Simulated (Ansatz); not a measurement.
Here is the system:

Mo:
```xyz
2
Lattice="0.0000 2.8438 2.8438 2.8438 0.0000 2.8438 2.8438 2.8438 0.0000" Properties=species:S:1:pos:R:3 pbc="T T T"
Mo     0.0000     0.0000     0.0000
Mo     1.4219     1.4219     1.4219
```

This is the PBE-relaxed structure.

Question: All from DFT-PBE in the program Ansatz with PAW potentials, unless another level is named. Give the density of states at the Fermi level.

Answer: 1.3 states/eV per atom (mean over ±0.08 eV).

Question: And the gap with spin–orbit coupling?

Answer: none (metallic).

Space group Fd-3m (diamond). The start of the workflow was typed in or built on a structure type; neither database checked (COD, Materials Project) lists it. It is not the phase usual at ambient conditions (space group No. 229). The PBE relaxation kept the symmetry of its start; its stability against distortions is not shown here. No spin polarisation was allowed. Scalar-relativistic: spin–orbit coupling is off unless named, which matters more the heavier the elements.

Potentials: the later of the program's two PAW sets.
